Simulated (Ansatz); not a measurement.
The relaxed structure here is a generated cell of Ge2Mo: the first start was made by placing the elements on the sites of a structure type, and the end was not matched to a known phase here, so it may be hypothetical.

A relaxed structure of Ge₂Mo. Calculation: r2SCAN (plane waves to 500 eV, PAW, scalar-relativistic; Ansatz, a first-principles code).

```cif
data_Ge8Mo4
_chemical_formula_sum 'Mo4 Ge8'
_space_group_name_H-M_alt 'P 1'
_space_group_IT_number 1
_cell_length_a 4.82410
_cell_length_b 4.82410
_cell_length_c 8.42512
_cell_angle_alpha 90.000
_cell_angle_beta 90.000
_cell_angle_gamma 90.000
loop_
_space_group_symop_operation_xyz
  'x, y, z'
loop_
_atom_site_label
_atom_site_type_symbol
_atom_site_fract_x
_atom_site_fract_y
_atom_site_fract_z
_atom_site_occupancy
Mo1 Mo 0.35970 0.35970 0.00000 1
Mo2 Mo 0.85970 0.14030 0.75000 1
Mo3 Mo 0.14030 0.85970 0.25000 1
Mo4 Mo 0.64030 0.64030 0.50000 1
Ge1 Ge 0.29807 0.34916 0.31367 1
Ge2 Ge 0.79807 0.15084 0.43633 1
Ge3 Ge 0.20193 0.84916 0.93633 1
Ge4 Ge 0.70193 0.65084 0.81367 1
Ge5 Ge 0.65084 0.70193 0.18633 1
Ge6 Ge 0.15084 0.79807 0.56367 1
Ge7 Ge 0.84916 0.20193 0.06367 1
Ge8 Ge 0.34916 0.29807 0.68633 1
```

Task: Find the space group and the Wyckoff positions (tolerance 0.01 Å).

Result: Space group P4₁2₁2 (No. 92); a = b = 4.824 Å, c = 8.425 Å, α = β = γ = 90.00°

```csv
atom,site,symmetry,x,y,z
Mo,4a,..2,0.3597,0.3597,0.0000
Ge,8b,1,0.2981,0.3492,0.3137
```

Task: Give the shortest distances between elements (the closest pairs, up to four, under 3.6 Å).

Result: Ge–Mo 2.54 Å; Ge–Ge 2.63 Å; Mo–Mo 3.37 Å.

```yaml
volume_per_atom: 16.34 Å³
band_gap: "no clear gap: the sampled points leave 0.07 eV away from the symmetry points, which may be a band crossing missed between them"
smallest_direct_gap: 0.09 eV at k = (0, 0.1667, 0)
```

No spin polarisation in the result.

The run could not lose the symmetry of its start, so the end can be a saddle point.
